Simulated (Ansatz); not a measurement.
MgMn3NiO8: Quadrupolar parameters

The cell is a Materials Project structure (computed, not necessarily an observed phase), taken as it stands.

```cif
data_MgMn3NiO8
_symmetry_space_group_name_H-M 'R-3m:H'
_symmetry_Int_Tables_number 166
_cell_length_a 5.8988
_cell_length_b 5.8988
_cell_length_c 14.5818
_cell_angle_alpha 90.000
_cell_angle_beta 90.000
_cell_angle_gamma 120.000
loop_
_atom_site_label
_atom_site_type_symbol
_atom_site_symmetry_multiplicity
_atom_site_Wyckoff_symbol
_atom_site_fract_x
_atom_site_fract_y
_atom_site_fract_z
Mg Mg 3 a 0.0000 0.0000 0.0000
Mn Mn 9 e 0.6667 0.8333 0.3333
Ni Ni 3 b 0.0000 0.0000 0.5000
O6 O 18 h 0.8454 0.6909 0.4033
O9 O 6 c 0.0000 0.0000 0.2659
```

One atom of each set is listed; the run and its k-mesh use a cell of 13 atoms with edges of 5.93, 5.93, 5.93 Å.

Computed with Ansatz: DFT, r2SCAN, plane waves and PAW, scalar-relativistic, collinear spin, 500 eV cutoff, Γ-centred 4×4×4 k-points, Fermi–Dirac smearing 0.02 eV. Start moments as typed (μB): 3 on each Mn, 2 on each Ni, none on the rest.

Conventions: |V_zz| ≥ |V_yy| ≥ |V_xx|, η = (V_xx − V_yy)/V_zz, C_Q = eQV_zz/h. ν_Q = 3|C_Q|/[2I(2I − 1)].

Mg-25: I = 5/2, Q = 199.4 mb; ⁵⁵Mn: I = 5/2, Q = 330.0 mb; Ni-61: I = 3/2, Q = 162.0 mb; ¹⁷O: I = 5/2, Q = -25.58 mb. Q values from Pyykkö, Mol. Phys. 116, 1328 (2018).

Question: What field gradients does the calculation give at each kind of site?

Answer: 

```csv
site,atoms,first shell,C_Q (MHz),η,ν_Q (MHz)
Mg,1,6 O at 2.09 Å,3.07,0.00,0.461
Mn,3,6 O at 1.94–1.97 Å,21.7,0.40,3.26
Ni,1,6 O at 2.12 Å,-4.95,0.00,2.48
O6,6,"2 Mn at 1.94 Å, 1 Mg at 2.09 Å, 1 Ni at 2.12 Å",-2.15,0.94,0.322
O9,2,3 Mn at 1.97 Å,2.39,0.00,0.358
```

An axis of threefold or higher order runs through Mg, Ni and O9, so V_zz lies along it and η is zero.

At this cell the r2SCAN pressure is -10 GPa, so with r2SCAN the cell would shrink if it were relaxed. The entry's cell may itself be off. The largest force is 0.7 eV/Å, so the atoms aren't at the calculated equilibrium and relaxing them would move these values. The moments were started parallel, and the run ended with some of them reversed. The program didn't check the stability of this electronic state in full, so a lower one may lie near. With these PAW files V_zz is typically within 2 to 3 % of all-electron values, but misses above 10 % occur on Ni. The magnetic order is the one that the run reached from its start moments, not necessarily the measured one. Where η is near 1 the sign of V_zz means little.

The run took 3.9 min of wall time (3.9 min of CPU time) and 1.2 GiB at its peak, on 1 thread of Intel Xeon Processor @ 2.50GHz (Skylake/Cascade Lake) (x86_64; 62 cores open to the job, memory cap 3.0 GiB, no GPU), a shared host with a load of 1.0 a core.
